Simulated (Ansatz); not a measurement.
Input and command of a plane-wave DFT calculation in Ansatz:

```yaml
crystal:
  lattice:
    - [3.0756941497, 0.0, 0.0]
    - [-1.5378470748, 2.6636292679, 0.0]
    - [0.0, 0.0, 10.07064648]
  atoms:
    - { symbol: Si, position: [0.6666666667, 0.3333333333, 0.93784198] }
    - { symbol: Si, position: [0.3333333333, 0.6666666667, 0.43784198] }
    - { symbol: Si, position: [0.0, 0.0, 0.68789438] }
    - { symbol: Si, position: [0.0, 0.0, 0.18789438] }
    - { symbol: C, position: [0.6666666667, 0.3333333333, 0.74980259] }
    - { symbol: C, position: [0.3333333333, 0.6666666667, 0.24980259] }
    - { symbol: C, position: [0.0, 0.0, 0.50046005] }
    - { symbol: C, position: [0.0, 0.0, 0.00046005] }
basis:
  ecutwfc: 500
kpoints:
  mp_grid: { grid: [12, 12, 4] }
hamiltonian:
  xc: r2scan
scf:
  occupations: { method: gaussian, width: 0.05 }
output:
  forces: true
  stress: true
  eigenvalues: true
```

```bash
ansatz run input.yaml --threads 2 --pin off --max-ram 5120MiB --backend cpu --events-out ev --progress --plain --runs-dir out
```

Processor: Intel(R) Xeon(R) Processor @ 2.50GHz (Skylake/Cascade Lake), 2 threads, on a host shared with other jobs.

Q: Estimate time, memory and problem size.

A: About 21 s on 2 threads of Intel(R) Xeon(R) Processor @ 2.50GHz (Skylake/Cascade Lake), on a shared host, peak memory 0.54 GiB. It solves 24 bands at 57 k points (the mesh reduced by symmetry) with about 2137 plane waves, in 8 SCF iterations.
